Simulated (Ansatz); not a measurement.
An ordered 4-atom cell of Li2BrF on the rocksalt lattice (R-3m) at its r2SCAN geometry, run in Ansatz at 3 levels of theory. The cell comes from a prototype generator: it can be a known phase or a hypothetical one. No magnetic order is allowed.

The PBE+SOC input:
```yaml
crystal:
  lattice:
    - [1.7353772104, 1.0019204996, 5.4684601406]
    - [-1.7353772104, 1.0019204996, 5.4684601406]
    - [0.0, -2.0038409992, 5.4684601406]
  atoms:
    - { symbol: F, position: [1.0, 0.0, 0.0] }
    - { symbol: Br, position: [0.5, 0.5, 0.5] }
    - { symbol: Li, position: [0.2670198433, 0.2670198433, 0.2670198433] }
    - { symbol: Li, position: [0.7329801567, 0.7329801567, 0.7329801567] }
kpoints:
  mp_grid: { grid: [8, 8, 8] }
  band_path:
    path:
      - [0.0, 0.0, 0.0]
      - [0.5, 0.5, 0.5]
      - [0.8109541021, 0.1890458979, 0.5]
      - [0.5, -0.1890458979, 0.1890458979]
      - [0.5, 0.0, 0.0]
      - [0.344522949, -0.344522949, 0.0]
      - [0.655477051, 0.0, 0.344522949]
      - [0.5, 0.0, 0.5]
    npoints: 1
hamiltonian:
  xc: pbe
scf:
  occupations: { method: fixed }
  n_extra_bands: 10
magnetization:
  noncollinear: true
  spin_orbit: true
output:
  forces: true
  stress: true
  eigenvalues: true
```

Main results, then, where recorded, the levels near the gap in eV from the Fermi energy (columns number the bands from 0), one row a point of the path (Γ, T, H₂, H₀, L, S₀, S₂, F):
```
Crystal: 4 atoms, lattice volume = 57.048 Å³
Symmetry: 12 space group operations + 12 with time reversal
Magnetic group: BNS 166.98 (UNI 1328)
```
```
Basis set: ecut = 420 eV, 1117 PW (Γ), FFT grids on a1−a3, a2−a3, a3
k-points: 65 of 512
SCF 1 converged in 7 iterations: F = -4006.702284 eV  dr2 = 5.54e-8
Free energy (F): -4006.702284 eV
Fermi energy:    3.705353 eV
--- Forces (eV/Å), atoms counted from 1 ---
  atom   1  F       0.00000      0.00000      0.00000
  atom   2  Br      0.00000      0.00000      0.00000
  atom   3  Li      0.00000      0.00000    -0.00599
  atom   4  Li      0.00000      0.00000      0.00599
--- Stress (GPa, compression-positive) ---
        0.941320       0.000000       0.000000
        0.000000       0.941320       0.000000
        0.000000       0.000000       1.345163
  P = ⅓ Tr σ = 1.0759 GPa (10.759 kbar)
```
```tsv
band_12	band_13	band_14	band_15	band_16	band_17	band_18	band_19	band_20	band_21	band_22	band_23	band_24	band_25
-3.689	-3.689	-2.147	-2.147	-0.374	-0.374	0.000	0.000	3.245	3.245	6.371	6.371	9.145	9.145
-3.688	-3.688	-3.382	-3.382	-0.403	-0.403	-0.020	-0.020	4.682	4.682	6.507	6.507	8.625	8.625
-4.229	-4.229	-3.122	-3.122	-2.863	-2.863	-2.033	-2.033	6.319	6.319	6.880	6.880	7.787	7.787
-4.229	-4.229	-3.122	-3.122	-2.863	-2.863	-2.033	-2.033	6.319	6.319	6.880	6.880	7.787	7.787
-3.960	-3.960	-3.854	-3.854	-2.541	-2.541	-1.192	-1.192	6.518	6.518	6.642	6.642	7.260	7.260
-4.247	-4.247	-3.195	-3.195	-2.855	-2.855	-2.041	-2.041	6.367	6.367	6.873	6.873	7.687	7.687
-4.247	-4.247	-3.195	-3.195	-2.855	-2.855	-2.041	-2.041	6.367	6.367	6.873	6.873	7.687	7.687
-3.996	-3.996	-3.267	-3.267	-1.939	-1.939	-1.097	-1.097	4.964	4.964	6.421	6.421	7.682	7.682
```

With PBE+SOC the gap is 3.24 eV and direct, at Γ.

Problem. In the first input these blocks are replaced (the band path and keys that only write files left aside):
```yaml
hamiltonian:
  xc: r2scan
scf:
  occupations: { method: fixed }
  n_extra_bands: 5
```
(magnetization left out)
What comes out?

Solution.
```
Basis set: ecut = 500 eV, 1459 PW (Γ), FFT grids on a1−a3, a2−a3, a3
k-points: 65 of 512
SCF 1 converged in 7 iterations: F = -4018.895684 eV  dr2 = 4.28e-9
Free energy (F): -4018.895684 eV
Fermi energy:    3.157960 eV
--- Forces (eV/Å), atoms counted from 1 ---
  atom   1  F       0.00000      0.00000      0.00000
  atom   2  Br      0.00000      0.00000      0.00000
  atom   3  Li      0.00000      0.00000      0.00128
  atom   4  Li      0.00000      0.00000    -0.00128
--- Stress (GPa, compression-positive) ---
        0.015465       0.000000       0.000000
        0.000000       0.015465       0.000000
        0.000000       0.000000       0.013640
  P = ⅓ Tr σ = 0.0149 GPa (0.149 kbar)
```
```tsv
band_6	band_7	band_8	band_9	band_10	band_11	band_12
-3.719	-2.034	0.000	0.000	4.094	7.517	10.198
-3.717	-3.213	-0.019	-0.019	5.572	7.679	9.480
-4.182	-2.865	-2.823	-1.931	7.266	7.816	8.749
-4.182	-2.865	-2.823	-1.931	7.266	7.816	8.749
-3.960	-3.848	-2.382	-1.033	7.490	7.579	8.129
-4.186	-2.970	-2.782	-1.939	7.316	7.812	8.641
-4.186	-2.970	-2.782	-1.939	7.316	7.812	8.641
-3.995	-3.195	-1.803	-0.955	5.888	7.403	8.513
```
With r2SCAN the gap is 4.09 eV and direct, at Γ. The mean stress is close to zero (0.01 GPa).

HSE06. Against the first input these blocks differ (the band path and keys that only write files left aside):
```yaml
kpoints:
  mp_grid: { grid: [6, 6, 6] }
hamiltonian:
  xc: hse06
scf:
  occupations: { method: fixed }
  n_extra_bands: 5
```
(magnetization left out)

```
Basis set: ecut = 420 eV, 1117 PW (Γ), FFT grids on a1−a3, a2−a3, a3
k-points: 32 of 216
SCF 1 stopped early in 2 iterations: F = -4006.334132 eV  dr2 = 7.50e-5
Exchange kernel: α = 0.2500, screened, ω = 0.2079 Å⁻¹, Wigner–Seitz truncation, v(0) = 1045.9618 eV·Å³, q-mesh 6×6×6
SCF 2 stopped early in 7 iterations: F = -4008.301606 eV  dr2 = 8.51e-7
hybrid outer 1: dexx = +4.973e-3 eV, tail = 1.14e-5 eV
SCF 3 converged in 4 iterations: F = -4008.301940 eV  dr2 = 4.42e-10
hybrid outer 2: dexx = +1.967e-7 eV, tail = 4.79e-9 eV, Δε = 1.17e-3 eV, ΔF = 4.90e-4 eV/Å
Free energy (F): -4008.301940 eV
Fermi energy:    2.697197 eV
--- Forces (eV/Å), atoms counted from 1 ---
  atom   1  F       0.00000      0.00000      0.00000
  atom   2  Br      0.00000      0.00000      0.00000
  atom   3  Li      0.00000      0.00000    -0.01392
  atom   4  Li      0.00000      0.00000      0.01392
--- Stress (GPa, compression-positive) ---
       -0.129195       0.000000       0.000000
        0.000000      -0.129195       0.000000
        0.000000       0.000000       0.410494
  P = ⅓ Tr σ = 0.0507 GPa (0.507 kbar)
```
```tsv
band_6	band_7	band_8	band_9	band_10	band_11	band_12
-4.294	-2.253	0.000	0.000	4.677	7.851	10.718
-4.293	-3.347	-0.019	-0.019	6.188	8.019	10.127
-4.772	-3.117	-3.050	-2.012	7.802	8.409	9.305
-4.772	-3.117	-3.050	-2.012	7.802	8.409	9.305
-4.502	-4.336	-2.452	-1.093	7.947	8.161	8.740
-4.770	-3.167	-3.062	-2.018	7.857	8.401	9.201
-4.770	-3.167	-3.062	-2.018	7.857	8.401	9.201
-4.582	-3.602	-1.903	-1.016	6.413	7.856	9.096
```

With HSE06 the gap is 4.68 eV and direct, at Γ. The mean stress, +0.1 GPa, is small, and the program warns that its thresholds are loose for a hybrid's stress.

The hybrids run on coarser meshes, which limits their stresses and small splittings of levels.

Totals of different functionals, or with and without spin-orbit coupling, can't be compared.

Only the levels marked +SOC include spin-orbit coupling.
